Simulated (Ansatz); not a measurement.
CdInNO in space group P3m1 (No. 156; In on 1b, Cd on 1c, O on 1b, N on 1c) under volume change, r²SCAN (plane waves, PAW; program Ansatz), shape and atoms relaxed at each volume.

| V (Å³/atom) | E − E(relaxed) (meV/atom) | P (GPa) |
|---|---|---|
| 14.476 | 59.0 | 14.38 |
| 14.953 | 24.8 | 8.79 |
| 15.430 | 5.8 | 4.04 |
| 15.907 | 0.0 | 0.00 |
| 16.385 | 5.2 | -3.41 |
| 16.862 | 19.8 | -6.30 |
| 17.339 | 42.3 | -8.73 |

**Question.** What does a third-order Birch–Murnaghan fit give for V₀, B₀ and B′?

**Answer.** V₀ = 15.91 Å³/atom, B₀ = 123 GPa, B′ = 4.5.

The start of the workflow was typed in or built on a structure type; neither database checked (COD, Materials Project) lists it. Its standing as an ambient phase is unchecked. Symmetry was held in the r²SCAN relaxation; whether a distortion lowers the energy is not shown.

Potentials: the earlier of the program's two PAW sets.
